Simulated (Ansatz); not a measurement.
Ba3MgNb2O9:
```yaml
crystal:
  lattice:
    - [5.75046, 0.00000, 0.00000]
    - [-2.87523, 4.98005, 0.00000]
    - [0.00000, 0.00000, 7.05903]
  atoms:
    - { symbol: Ba, position: [0.00000, 0.00000, 0.00000] }
    - { symbol: Ba, position: [0.33333, 0.66667, 0.66647] }
    - { symbol: Ba, position: [0.66667, 0.33333, 0.33353] }
    - { symbol: Mg, position: [0.00000, 0.00000, 0.50000] }
    - { symbol: Nb, position: [0.33333, 0.66667, 0.17842] }
    - { symbol: Nb, position: [0.66667, 0.33333, 0.82158] }
    - { symbol: O, position: [0.82880, 0.17120, 0.67423] }
    - { symbol: O, position: [0.17120, 0.82880, 0.32577] }
    - { symbol: O, position: [0.82880, 0.65759, 0.67423] }
    - { symbol: O, position: [0.17120, 0.34241, 0.32577] }
    - { symbol: O, position: [0.34241, 0.17120, 0.67423] }
    - { symbol: O, position: [0.65759, 0.82880, 0.32577] }
    - { symbol: O, position: [0.50000, 0.00000, 0.00000] }
    - { symbol: O, position: [0.00000, 0.50000, 0.00000] }
    - { symbol: O, position: [0.50000, 0.50000, 0.00000] }
```

Relaxed with PBEsol.

Problem. Give the optical modes at the zone centre with their infrared activity from DFPT, DFT-PBEsol in the program Ansatz with PAW potentials.

Solution. Transverse frequencies, without the LO–TO term; a row sums one degenerate level.

```
ω (cm⁻¹)  degeneracy  IR ((D/Å)²/amu)     activity
--------  ----------  ---------------  -----------
95                 1             2.39           IR
97                 2             0.00  IR-inactive
98                 1             0.00  IR-inactive
107                2             0.23           IR
129                2            62.95           IR
132                1            17.05           IR
148                1             0.00  IR-inactive
154                2             3.99           IR
159                2             0.00  IR-inactive
159                1             0.00  IR-inactive
199                2           123.20           IR
239                1             0.00  IR-inactive
246                2            29.38           IR
264                1             0.00  IR-inactive
275                1            73.55           IR
285                2             0.00  IR-inactive
324                2            10.13           IR
327                1             0.01  IR-inactive
368                2             0.00  IR-inactive
389                2             0.64           IR
416                1             1.72           IR
418                1             0.00  IR-inactive
487                2            24.10           IR
564                1            38.80           IR
570                2             0.00  IR-inactive
618                2            49.61           IR
778                1             0.00  IR-inactive
785                1             0.71           IR
```

Problem. How high does the top mode go among those that the LO–TO term moves?

Solution. 718 cm⁻¹ for q along x, 718 cm⁻¹ for q along y, 788 cm⁻¹ for q along z.

Space group P-3m1. The workflow started from a Materials Project entry (that database holds measured and hypothetical structures alike); the Crystallography Open Database files this formula in space group No. 164, but the cells were not matched. Whether it is the stable phase at ambient conditions was not checked. Symmetry was held in the PBEsol relaxation; whether a distortion lowers the energy is not shown. The run is not spin-polarised. Spin–orbit coupling is left out wherever it is not named.

Potentials: the later of the program's two PAW sets.
